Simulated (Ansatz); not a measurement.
ZnO:
```cif
data_O4Zn4
_chemical_formula_sum 'Zn4 O4'
_space_group_name_H-M_alt 'P 1'
_space_group_IT_number 1
_cell_length_a 3.27180
_cell_length_b 3.27180
_cell_length_c 10.62974
_cell_angle_alpha 90.000
_cell_angle_beta 90.000
_cell_angle_gamma 120.000
loop_
_space_group_symop_operation_xyz
  'x, y, z'
loop_
_atom_site_label
_atom_site_type_symbol
_atom_site_fract_x
_atom_site_fract_y
_atom_site_fract_z
_atom_site_occupancy
Zn1 Zn 0.00000 0.00000 0.00072 1
Zn2 Zn 0.00000 0.00000 0.50072 1
Zn3 Zn 0.66667 0.33333 0.75051 1
Zn4 Zn 0.33333 0.66667 0.25051 1
O1 O 0.00000 0.00000 0.81208 1
O2 O 0.00000 0.00000 0.31208 1
O3 O 0.66667 0.33333 0.56232 1
O4 O 0.33333 0.66667 0.06232 1
```

Relaxed with PBE. 

### Question
HSE06 on this cell (Ansatz, a program for electronic structure, PAW) gives a gap of 2.37 eV. What does PBE give?

### Answer
0.69 eV.

Cost on shared cores: the PBE run (SCF on a 10×10×3 mesh, then bands and DOS) roughly 90 core-seconds, the HSE06 run (SCF on 6×6×2, then a few points) about 6 core-minutes (a rough figure); the tasks are unlike.

Space group P6_3mc. The cell is a constructed one: a structure type filled with these elements. Its sites differ from those of the usual phase in this space group: another stacking or structure type. The PBE relaxation kept the symmetry of its start; whether a distortion lowers the energy is not shown.

Potentials: the later of the program's two PAW sets.

Ansatz is a plane-wave DFT program.
